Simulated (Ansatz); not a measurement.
Input:

GaAs:
```cif
data_AsGa
_chemical_formula_sum 'Ga1 As1'
_space_group_name_H-M_alt 'P 1'
_space_group_IT_number 1
_cell_length_a 3.37375
_cell_length_b 3.37375
_cell_length_c 3.37375
_cell_angle_alpha 90.000
_cell_angle_beta 90.000
_cell_angle_gamma 90.000
loop_
_space_group_symop_operation_xyz
  'x, y, z'
loop_
_atom_site_label
_atom_site_type_symbol
_atom_site_fract_x
_atom_site_fract_y
_atom_site_fract_z
_atom_site_occupancy
Ga1 Ga 0.00000 0.00000 0.00000 1
As1 As 0.50000 0.50000 0.50000 1
```

This is the PBE-relaxed structure.

Problem. All from the program Ansatz at the PBE level (PAW), unless another level is named. Predict the electronic character.

Solution. metallic (no gap).

Problem. What about the formation energy from the elements (no fitted shifts)?

Solution. 0.19 eV/atom.

Problem. What about the density of states at the Fermi level?

Solution. 0.52 states/eV per atom (mean over ±0.08 eV).

Problem. And the gap with spin–orbit coupling?

Solution. none (metallic).

Space group Pm-3m (CsCl type). The cell is a constructed one: a structure type filled with these elements; neither database checked (COD, Materials Project) lists it. It is not the phase usual at ambient conditions (space group No. 216). The PBE relaxation kept the symmetry of its start; of distortions, only those at the zone centre were tested. The references are the lowest solids computed at this level, not always the standard phases. Scalar-relativistic: spin–orbit coupling is off unless named, which matters more the heavier the elements.

Potentials: the later of the program's two PAW sets.
